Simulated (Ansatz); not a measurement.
Here is the system:

BaTiO3:
```yaml
crystal:
  lattice:
    - [3.92699, 0.00000, 0.00000]
    - [0.00000, 3.92699, 0.00000]
    - [0.00000, 0.00000, 3.97455]
  atoms:
    - { symbol: Ba, position: [0.50000, 0.50000, 0.57954] }
    - { symbol: Ti, position: [0.00000, 0.00000, 0.09173] }
    - { symbol: O, position: [0.00000, 0.50000, 0.06513] }
    - { symbol: O, position: [0.50000, 0.00000, 0.06513] }
    - { symbol: O, position: [0.00000, 0.00000, 0.55846] }
```

This is the LDA-relaxed structure.

Problem. All from DFT-LDA in the program Ansatz with PAW potentials, unless another level is named. Give the highest zone-centre frequency (without LO–TO term).

Solution. 509 cm⁻¹.

Problem. Give the bulk modulus (Birch–Murnaghan fit).

Solution. 149 GPa.

Space group P4mm. Symmetry was held in the LDA relaxation. At this level the phase is dynamically unstable (imaginary phonons). The run is not spin-polarised. Spin–orbit coupling is left out wherever it is not named.

Potentials: the earlier of the program's two PAW sets. The files were generated under PBE; for other functionals the program regenerates the frozen cores, and for LDA and PBEsol the local potential too.
